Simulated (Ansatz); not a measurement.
Starting structure of a cell relaxation (symmetry kept):

```
Zn Ag Sn Se
1.0
    -2.95824    2.95824    6.26975
     2.95824   -2.95824    6.26975
     2.95824    2.95824   -6.26975
Zn Ag Sn Se
1 2 1 4
Cartesian
  0.0000 0.0000 0.0000
  0.0000 2.9582 3.1349
  2.9582 0.0000 3.1349
  0.0000 0.0000 6.2698
  -1.5182 1.5182 4.7752
  1.5182 -1.5182 4.7752
  1.4400 1.4400 1.4945
  1.5182 1.5182 7.7643
```

Computed with Ansatz, DFT PBEsol, scalar-relativistic, plane waves, PAW.

Cutoff 420 eV; k points 8×8×8 on the computed 8-atom cell (Γ-centred); Gaussian smearing, width 0.10 eV; no spin polarisation.

Q: What does it relax to?

A: The volume falls by 1.80 Å³/atom to 25.63 Å³/atom, and the energy falls by 19.6 meV/atom. Final structure:
```
CELL_PARAMETERS angstrom
-2.88607 2.88607 6.15486
2.88607 -2.88607 6.15486
2.88607 2.88607 -6.15486
ATOMIC_POSITIONS crystal
Zn 0.00000 0.00000 0.00000
Ag 0.75000 0.25000 0.50000
Ag 0.25000 0.75000 0.50000
Sn 0.50000 0.50000 0.00000
Se 0.63796 0.12094 0.00000
Se 0.12094 0.63796 0.00000
Se 0.36204 0.36204 0.48298
Se 0.87906 0.87906 0.51702
```

Course of the relaxation (steps run on the plane waves of an earlier cell, and the basis is chosen afresh near the end, so energy and pressure can step there; trial steps that raised the energy were taken back; energies are free energies):

| step | E − E_final (meV/atom) | largest force component (eV/Å) | P (GPa) | V (Å³/atom) |
| --- | --- | --- | --- | --- |
| 1 | 19.6 | 0.064 | -3.20 | 27.43 |
| 2 | 3.0 | 0.177 | 1.22 | 25.17 |
| 3 | -0.3 | 0.018 | -0.14 | 25.70 |
| 4 | -0.4 | 0.002 | -0.01 | 25.63 |
| 5 | 0.0 | 0.001 | -0.01 | 25.63 |